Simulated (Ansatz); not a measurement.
In PBE (plane waves, PAW; program Ansatz), C in the cubic phase (Pn-3m; C on 2a, C on 8e) relaxes to a = 4.836 Å. C on 2a has 4 nearest neighbours from 1.49 Å (tetrahedral).

The Kohn–Sham gap is 4.18 eV (indirect). The valence maximum lies at R and the conduction minimum on the M–Γ line, 58 % of the way from M (12 equivalent valleys). The electron mass is 2.3, 2.6, 3.3 mₑ (principal values).

The bulk modulus is 167 GPa.

The start of the workflow was typed in or built on a structure type; neither database checked (COD, Materials Project) lists it. It is not the phase usual at ambient conditions (space group No. 194, 227). The cell was relaxed with PBE under the symmetry of its start; its stability against distortions is not shown here.

Potentials: the later of the program's two PAW sets.
